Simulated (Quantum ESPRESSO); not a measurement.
# Planted mistakes on one cell of W3TaSe5ClS2

Calculated results; nothing here was measured. They come from pw.x of Quantum ESPRESSO 7.5, a plane-wave density functional program, with PseudoDojo standard norm-conserving files (v0.5 for PBE, v0.4.1 for LDA and PBEsol). The cells are made up: elements, strain and atom displacements were drawn at random, and nothing was relaxed. There is no spin polarisation, spin-orbit coupling or dispersion term.

The cell has 12 sites of a 2H layered lattice (rectangular cell). Sites 1 to 4 hold W W Ta W; sites 5 to 12 hold Se Se Cl Se S S Se Se. Cell vectors in Å: (3.324, 0.000, 0.000); (0.000, 5.757, 0.000); (0.000, 0.000, 13.280). Settings: PBE, cutoff 1170 eV, 7 x 4 x 2 k mesh shifted by half a step, Fermi-Dirac smearing of 0.025 eV.

The intended run has a self-consistency threshold of 1e-07 eV, a smearing term of 0.000 eV, a pressure of -1.13 GPa and 18 iterations. Each further run changes one thing: all lengths scaled by 1.0143; atoms of sites 6 and 10 exchanged; cutoff 635 eV; files of LDA; k mesh 2 x 2 x 2; one electron added; smearing 0.46 eV; threshold 0.4 eV. A coarse mesh keeps the shift, and a charged cell sits in a uniform background.

```
run,change of free energy (eV),smearing term -TS (eV),change of P (GPa),largest change of a force component (eV/Å),iterations
A,107.769,0.000,-357.88,0.059,19
B,-0.769,-2.603,1.35,0.422,20
C,0.241,0.000,-4.57,0.858,19
D,12.366,-0.015,10.81,0.696,20
E,-1.425,0.000,-1.00,0.424,17
F,-3.483,0.000,-7.28,0.737,17
G,0.167,0.000,-1.06,1.628,5
H,-0.048,0.000,-0.09,2.375,18
```

A rerun of the intended cell at 1467 eV and k mesh 9 x 6 x 4 moved values by no more than 0.004 eV in the cell's energy, 0.03 GPa in stress and 0.005 eV/Å in force.

Question: which change belongs to which run?

## Worked reading

Run G has the fewest iterations, as a run stopped early does. Run B has the largest smearing term, as wide smearing gives. Run A has a higher energy and the largest fall in pressure, as too small a basis gives. Run C changes the volume by a factor of 1.0435; minus its pressure change over the logarithm of that factor, 107 GPa, is a rough bulk modulus with clamped atoms. Energies from files of another functional, or of a charged cell, have another zero and say nothing on stability; the pressure of a charged cell rests on the program's zero of potential too.

## Key

```
run                             change
  A                      cutoff 635 eV
  B                   smearing 0.46 eV
  C       all lengths scaled by 1.0143
  D                 one electron added
  E                   k mesh 2 x 2 x 2
  F                       files of LDA
  G                   threshold 0.4 eV
  H  atoms of sites 6 and 10 exchanged
```